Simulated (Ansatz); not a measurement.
Sheets of one type (M2XT2 MXene (fcc sites)-type), r²SCAN+D4 in the plane-wave PAW code Ansatz; HSE06 gaps on those cells.

| layer | a (Å) | thickness (Å) |
|---|---|---|
| Mo2H2NO2 | 2.799 | 7.71 |
| Ta2CH2O2 | 3.183 | 6.86 |
| Zr2H2NO2 | 3.280 | 6.95 |
| Sc2H2NO2 | 3.193 | 6.82 |
| Nb2H2NO2 | 2.931 | 7.60 |
| Ta2H2NO2 | … | … |
| W2H2NO2 | 2.782 | 7.86 |

### Question
What belongs in the gaps?

### Answer

- Ta2H2NO2, a (Å): 2.895
- Ta2H2NO2, thickness (Å): 7.71

Began spin-polarised and lost the moments: Mo2H2NO2, M2XT2 MXene (fcc sites)-type layer; Zr2H2NO2, M2XT2 MXene (fcc sites)-type layer; Sc2H2NO2, M2XT2 MXene (fcc sites)-type layer; Nb2H2NO2, M2XT2 MXene (fcc sites)-type layer; Ta2H2NO2, M2XT2 MXene (fcc sites)-type layer; W2H2NO2, M2XT2 MXene (fcc sites)-type layer. All cells were relaxed under the symmetry of their starts (and spin orders); stability against distortions was not tested throughout. Rows with no word on spin ran without spin polarisation. No Hubbard U is applied. Scalar-relativistic: spin–orbit coupling is off unless named, which matters more the heavier the elements. Constructed layers (a layer type filled with these elements): Mo2H2NO2, M2XT2 MXene (fcc sites)-type layer; Ta2CH2O2, M2XT2 MXene (fcc sites)-type layer; Zr2H2NO2, M2XT2 MXene (fcc sites)-type layer; Sc2H2NO2, M2XT2 MXene (fcc sites)-type layer; Nb2H2NO2, M2XT2 MXene (fcc sites)-type layer; Ta2H2NO2, M2XT2 MXene (fcc sites)-type layer; W2H2NO2, M2XT2 MXene (fcc sites)-type layer.

Potentials: the later of the program's two PAW sets.
